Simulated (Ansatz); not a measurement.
Input file for Ansatz (a first-principles code):

Ansatz 0.2 input:
```yaml
crystal:
  lattice:
    - [4.6814653122, 0.0, 0.0]
    - [0.0, 5.4476442352, 0.0]
    - [0.0, 0.0, 2.8270636011]
  atoms:
    - { symbol: Cr, position: [0.5, 0.5, 0.5] }
    - { symbol: Cr, position: [0.0, 0.0, 0.0] }
    - { symbol: B, position: [0.6635294069, 0.8680756953, 0.5] }
    - { symbol: B, position: [0.3364705931, 0.1319243047, 0.5] }
    - { symbol: B, position: [0.1635294069, 0.6319243047, 0.0] }
    - { symbol: B, position: [0.8364705931, 0.3680756953, 0.0] }
    - { symbol: B, position: [0.7254536203, 0.180029922, 0.5] }
    - { symbol: B, position: [0.2745463797, 0.819970078, 0.5] }
    - { symbol: B, position: [0.2254536203, 0.319970078, 0.0] }
    - { symbol: B, position: [0.7745463797, 0.680029922, 0.0] }
kpoints:
  mp_grid: { grid: [15, 13, 25] }
hamiltonian:
  xc: pbesol
  pseudopotentials: { kind: paw }
scf:
  occupations: { method: fermi_dirac, width: 0.1 }
elastic: { mode: relaxed_ion, stencil: two_point, amplitude: 0.005, f_tol: 0.0005 }
```

Output (shortened):

```
Pseudopotential: Cr, paw, valence charge 14
Pseudopotential: B, paw, valence charge 3
Functional definition: PBEsol
Crystal: 10 atoms, lattice volume = 72.098 Å³
Basis set: ecut = 420 eV, 1405 PW (Γ), exchange–correlation on 64×80×40 points (8 copies of the dense FFT grid, shifted against one another)
Bands: 36, of which v1, the nominal top of the filled ones, is band 26 counted from 1 (25 counted from 0)
Symmetry: 8 space group operations
Space group: Pnnm (ITA 58), of the structure as read, at distance tolerance 4.2e-5 Å
k-points: 728 of 4875
SCF 1 converged in 12 iterations: F = -7923.293278 eV  dr2 = 8.31e-15
relax step   1: F+E_penalty+E_count = -7923.29327811 eV  Δ(F+E_penalty+E_count) = +0.000e0 eV  max|allowed force component| = 1.079e-2 eV/Å  Δτ_max = 0.0000 Å  (12 SCF iters, accepted)
Crystal: 10 atoms, lattice volume = 72.098 Å³
SCF 2 converged in 9 iterations: F = -7923.293292 eV  dr2 = 1.14e-14
relax step   2: F+E_penalty+E_count = -7923.29329177 eV  Δ(F+E_penalty+E_count) = -1.365e-5 eV  max|allowed force component| = 6.726e-3 eV/Å  Δτ_max = 0.0002 Å  (9 SCF iters, accepted)
Crystal: 10 atoms, lattice volume = 72.098 Å³
SCF 3 converged in 8 iterations: F = -7923.293304 eV  dr2 = 5.62e-14
relax step   3: F+E_penalty+E_count = -7923.29330446 eV  Δ(F+E_penalty+E_count) = -1.269e-5 eV  max|allowed force component| = 8.747e-4 eV/Å  Δτ_max = 0.0005 Å  (8 SCF iters, accepted)
Crystal: 10 atoms, lattice volume = 72.098 Å³
SCF 4 converged in 9 iterations: F = -7923.293171 eV  dr2 = 3.40e-14
relax step   4: F+E_penalty+E_count = -7923.29317065 eV  Δ(F+E_penalty+E_count) = +1.338e-4 eV  max|allowed force component| = 1.322e-2 eV/Å  Δτ_max = 0.0043 Å  (9 SCF iters, rejected (line search))
Crystal: 10 atoms, lattice volume = 72.098 Å³
SCF 5 converged in 9 iterations: F = -7923.293306 eV  dr2 = 2.26e-14
relax step   5: F+E_penalty+E_count = -7923.29330582 eV  Δ(F+E_penalty+E_count) = -1.367e-6 eV  max|allowed force component| = 1.112e-4 eV/Å  Δτ_max = 0.0004 Å  (9 SCF iters, accepted)
Crystal: 10 atoms, lattice volume = 72.098 Å³
SCF 6 converged in 11 iterations: F = -7923.293306 eV  dr2 = 2.02e-19
Crystal: 10 atoms, lattice volume = 71.738 Å³
Basis set: ecut = 420 eV, 1389 PW (Γ), exchange–correlation on 64×80×40 points (8 copies of the dense FFT grid, shifted against one another)
SCF 7 converged in 12 iterations: F = -7923.289706 eV  dr2 = 2.13e-15
relax step   1: F+E_penalty+E_count = -7923.28970608 eV  Δ(F+E_penalty+E_count) = +0.000e0 eV  max|allowed force component| = 2.123e-2 eV/Å  Δτ_max = 0.0000 Å  (12 SCF iters, accepted)
Crystal: 10 atoms, lattice volume = 71.738 Å³
SCF 8 converged in 10 iterations: F = -7923.289779 eV  dr2 = 1.05e-14
relax step   2: F+E_penalty+E_count = -7923.28977911 eV  Δ(F+E_penalty+E_count) = -7.303e-5 eV  max|allowed force component| = 2.467e-2 eV/Å  Δτ_max = 0.0046 Å  (10 SCF iters, accepted)
Crystal: 10 atoms, lattice volume = 71.738 Å³
SCF 9 converged in 9 iterations: F = -7923.289906 eV  dr2 = 2.00e-14
relax step   3: F+E_penalty+E_count = -7923.28990629 eV  Δ(F+E_penalty+E_count) = -1.272e-4 eV  max|allowed force component| = 3.160e-3 eV/Å  Δτ_max = 0.0011 Å  (9 SCF iters, accepted)
Crystal: 10 atoms, lattice volume = 71.738 Å³
SCF 10 converged in 8 iterations: F = -7923.289908 eV  dr2 = 1.74e-14
relax step   4: F+E_penalty+E_count = -7923.28990849 eV  Δ(F+E_penalty+E_count) = -2.204e-6 eV  max|allowed force component| = 3.142e-4 eV/Å  Δτ_max = 0.0005 Å  (8 SCF iters, accepted)
Crystal: 10 atoms, lattice volume = 71.738 Å³
[...]
Crystal: 10 atoms, lattice volume = 72.098 Å³
SCF 64 converged in 12 iterations: F = -7923.291795 eV  dr2 = 3.41e-19
Crystal: 10 atoms, lattice volume = 72.098 Å³
SCF 65 converged in 11 iterations: F = -7923.291679 eV  dr2 = 2.28e-14
relax step   1: F+E_penalty+E_count = -7923.29167908 eV  Δ(F+E_penalty+E_count) = +0.000e0 eV  max|allowed force component| = 1.994e-2 eV/Å  Δτ_max = 0.0000 Å  (11 SCF iters, accepted)
Crystal: 10 atoms, lattice volume = 72.098 Å³
SCF 66 converged in 10 iterations: F = -7923.291795 eV  dr2 = 1.65e-14
relax step   2: F+E_penalty+E_count = -7923.29179455 eV  Δ(F+E_penalty+E_count) = -1.155e-4 eV  max|allowed force component| = 1.675e-3 eV/Å  Δτ_max = 0.0020 Å  (10 SCF iters, accepted)
Crystal: 10 atoms, lattice volume = 72.098 Å³
SCF 67 converged in 8 iterations: F = -7923.291795 eV  dr2 = 6.46e-15
relax step   3: F+E_penalty+E_count = -7923.29179503 eV  Δ(F+E_penalty+E_count) = -4.846e-7 eV  max|allowed force component| = 3.664e-4 eV/Å  Δτ_max = 0.0001 Å  (8 SCF iters, accepted)
Crystal: 10 atoms, lattice volume = 72.098 Å³
SCF 68 converged in 12 iterations: F = -7923.291795 eV  dr2 = 7.87e-19
SCF converged after 11 iterations
Stability not checked: this state was not tested for a lower state beside it, because too few of the mixer's solves of this state at the end of the SCF gave a …
Free energy (F): -7923.293306 eV
Harris-Foulkes:  -7923.293306 eV  (|F-HF|=2.73e-12)
Internal energy: -7923.259488 eV  (E = F + TS)
E sigma→0 (E₀):  -7923.276397 eV
Entropy (-TS):   -0.033818 eV (-3.382 meV/atom)
Fermi energy:    14.239410 eV
--- Per-component energies (eV) ---
  E_band       = -263.775800
  E_kinetic    = 1091.776614
  E_local      = -3525.094320  (includes V_loc(G=0)·N_el)
  E_nonlocal   = 250.917431
  E_hartree    = 1545.466940
  E_xc         = -541.326971
  E_vxc        = -670.893976  (∫ρ·V_xc dr)
  E_paw        = -2939.260818  (= ΣΔE_a)
  E_vpaw       = -501.416086  (= ΣTr[D̂ρ^β])
  E_aug_tail   = 0.000658  (compensation charges beyond the density's cutoff)
  E_ewald      = -3806.176709
  E_core_change = 0.437687  (= ΣΔE_core)
  E_smearing   = -0.033818  (= −TS)
  E_closure    = 0.000000  (closes the sum)
  Σ components = -7923.293306   (vs F -7923.293306, Δ=0.00e0)
--- Forces (eV/Å), atoms counted from 1 ---
  atom   1  Cr     0.00000000     0.00000000     0.00000000
  atom   2  Cr     0.00000000     0.00000000     0.00000000
  atom   3  B      0.00011118     0.00007590     0.00000000
  atom   4  B     -0.00011118    -0.00007590     0.00000000
  atom   5  B      0.00011118    -0.00007590     0.00000000
  atom   6  B     -0.00011118     0.00007590     0.00000000
  atom   7  B     -0.00004296    -0.00002123     0.00000000
  atom   8  B      0.00004296     0.00002123     0.00000000
  atom   9  B     -0.00004296     0.00002123     0.00000000
  atom  10  B      0.00004296    -0.00002123     0.00000000
  max |Σ_I F_I| component: 0.00e0 eV/Å
--- Stress (GPa, compression-positive) ---
        0.036243       0.000000       0.000000
        0.000000      -0.051738       0.000000
        0.000000       0.000000       0.246570
  P = ⅓ Tr σ = 0.0770 GPa (0.770 kbar)
--- Band table (eV; the first three rows and the last of 728) ---
  k-point 0: bands = ["-57.1023", "-57.1015", "-28.6465", "-28.6451", "-28.6147", "-28.6074", "-28.6046", "-28.6007", "-0.6681", "2.7100", "3.2997", "4.7354", "5.9564", "6.1214", "8.1311", "8.6533", "9.1904", "9.4820", "11.5996", "11.7929", "11.8673", …
  k-point 1: bands = ["-57.1020", "-57.1012", "-28.6461", "-28.6447", "-28.6143", "-28.6078", "-28.6071", "-28.6040", "-0.6431", "2.7310", "3.3185", "4.7469", "5.9859", "6.1410", "8.1188", "8.6679", "9.1974", "9.4986", "11.3588", "11.5770", "11.7128", …
  k-point 2: bands = ["-57.1010", "-57.1003", "-28.6448", "-28.6435", "-28.6174", "-28.6137", "-28.6131", "-28.6061", "-0.5681", "2.7940", "3.3748", "4.7813", "6.0728", "6.2012", "8.0819", "8.7114", "9.2158", "9.5463", "10.7618", "11.4838", "11.5108", …
  k-point 727: bands = ["-57.0819", "-57.0819", "-28.8080", "-28.8080", "-28.6199", "-28.6199", "-28.5870", "-28.5870", "3.4918", "3.5038", "5.3980", "5.4594", "5.5997", "5.7456", "6.0759", "6.1509", "9.7649", "9.7920", "10.1321", "10.1384", "10.6161", …
--- Elastic constants: 6 strain directions × 2 members + reference (group order 8) ---
  dense FFT box of the reference and of every strained cell: 32×40×20
  strains applied: 11, 22, 33, 23, 13, 12; error gains …
  reference relaxed by the batch: 5 steps …
  largest displacement 1.1e-3 Å; the constants are those of the deck's cell at these positions:
  atoms:
    - { symbol: Cr, position: [0.5, 0.5, 0.5] }
    - { symbol: Cr, position: [0.0, 0.0, 0.0] }
    - { symbol: B, position: [0.6637094939778423, 0.8679606752310967, 0.5] }
    - { symbol: B, position: [0.3362905060221577, 0.13203932476890315, 0.5] }
    - { symbol: B, position: [0.1637094939778423, 0.6320393247689031, 0.0] }
    - { symbol: B, position: [0.8362905060221577, 0.3679606752310969, 0.0] }
    - { symbol: B, position: [0.7254535266411167, 0.18004625038588581, 0.5] }
    - { symbol: B, position: [0.2745464733588833, 0.8199537496141142, 0.5] }
    - { symbol: B, position: [0.2254535266411167, 0.31995374961411416, 0.0] }
    - { symbol: B, position: [0.7745464733588834, 0.6800462503858857, 0.0] }
  C = ∂σ_k/∂η_j (tension-positive GPa; Voigt order 11 22 33 23 13 12):
       583.731     73.718    122.411      0.000      0.000      0.000
        73.536    921.047    104.519      0.000      0.000      0.000
       122.637    104.882    501.832      0.000      0.000      0.000
         0.000      0.000      0.000    265.152      0.000      0.000
         0.000      0.000      0.000      0.000    291.410      0.000
         0.000      0.000      0.000      0.000      0.000    268.052
  reference stress σ⁰ (GPa):     -0.036      0.052     -0.247      0.000      0.000      0.000
  moduli (Voigt/Reuss/Hill, GPa): K = 289.81/276.79/283.30   G = 278.64/267.85/273.25   E = 620.31   ν = 0.135
  mechanically stable: yes (min eigenvalue of sym C = 265.15 GPa)
  strain η (Voigt 11):  stress-route row diagonal C_11 = 583.73 GPa, energy-path curvature d²(F+E_count+ΔE)/dδ²/Ω₀ = 583.72 GPa
         δ    σ_11 (GPa)             F (eV)   n_scf  n_hpsi   n_pw
    -5.000e-3      -2.9923       -7923.2899085      12  485141   1420   relax 4 steps, max|allowed force component| 3.14e-4 eV/Å
     5.000e-3       2.8450       -7923.2901268      12  485303   1434   relax 4 steps, max|allowed force component| 3.21e-4 eV/Å
  strain η (Voigt 22):  stress-route row diagonal C_22 = 921.05 GPa, energy-path curvature d²(F+E_count+ΔE)/dδ²/Ω₀ = 921.02 GPa
         δ    σ_22 (GPa)             F (eV)   n_scf  n_hpsi   n_pw
    -5.000e-3      -4.6197       -7923.2881888      12  484643   1420   relax 5 steps, max|allowed force component| 6.87e-5 eV/Å
     5.000e-3       4.5907       -7923.2880556      12  484716   1436   relax 4 steps, max|allowed force component| 1.82e-4 eV/Å
  strain η (Voigt 33):  stress-route row diagonal C_33 = 501.83 GPa, energy-path curvature d²(F+E_count+ΔE)/dδ²/Ω₀ = 501.78 GPa
         δ    σ_33 (GPa)             F (eV)   n_scf  n_hpsi   n_pw
    -5.000e-3      -2.7884       -7923.2899066      12  484705   1423   relax 5 steps, max|allowed force component| 2.49e-5 eV/Å
     5.000e-3       2.2299       -7923.2910624      12  483888   1436   relax 5 steps, max|allowed force component| 9.38e-7 eV/Å
  strain η (Voigt 23):  stress-route row diagonal C_44 = 265.15 GPa, energy-path curvature d²(F+E_count+ΔE)/dδ²/Ω₀ = 265.20 GPa
         δ    σ_23 (GPa)             F (eV)   n_scf  n_hpsi   n_pw
    -5.000e-3      -1.3258       -7923.2918113      12  868543   1429   relax 4 steps, max|allowed force component| 2.77e-5 eV/Å
     5.000e-3       1.3258       -7923.2918113      12  868545   1429   relax 4 steps, max|allowed force component| 2.22e-5 eV/Å
  strain η (Voigt 13):  stress-route row diagonal C_55 = 291.41 GPa, energy-path curvature d²(F+E_count+ΔE)/dδ²/Ω₀ = 291.48 GPa
         δ    σ_13 (GPa)             F (eV)   n_scf  n_hpsi   n_pw
    -5.000e-3      -1.4571       -7923.2916650      12  876550   1428   relax 3 steps, max|allowed force component| 2.93e-4 eV/Å
     5.000e-3       1.4570       -7923.2916651      12  876479   1428   relax 4 steps, max|allowed force component| 6.69e-5 eV/Å
  strain η (Voigt 12):  stress-route row diagonal C_66 = 268.05 GPa, energy-path curvature d²(F+E_count+ΔE)/dδ²/Ω₀ = 268.05 GPa
         δ    σ_12 (GPa)             F (eV)   n_scf  n_hpsi   n_pw
    -5.000e-3      -1.3402       -7923.2917951      12  847447   1428   relax 5 steps, max|allowed force component| 5.06e-5 eV/Å
     5.000e-3       1.3404       -7923.2917950      12  847467   1428   relax 3 steps, max|allowed force component| 3.66e-4 eV/Å
```

Cost: roughly 2.5 core-hours on shared cores.

The first step of the workflow began from a Materials Project structure, measured or hypothetical; the Crystallography Open Database copy checked does not list it. COD files the formula under space group No. 71. Whether it is the stable phase at ambient conditions was not checked. The PBEsol relaxation kept the symmetry of its start; its stability against distortions is not shown here. No spin polarisation was allowed. As this level gives no gap, shear constants depend on the k-mesh and smearing (Fermi–Dirac, 0.1 eV here).

Potentials: the later of the program's two PAW sets.

Ansatz is a plane-wave DFT program.
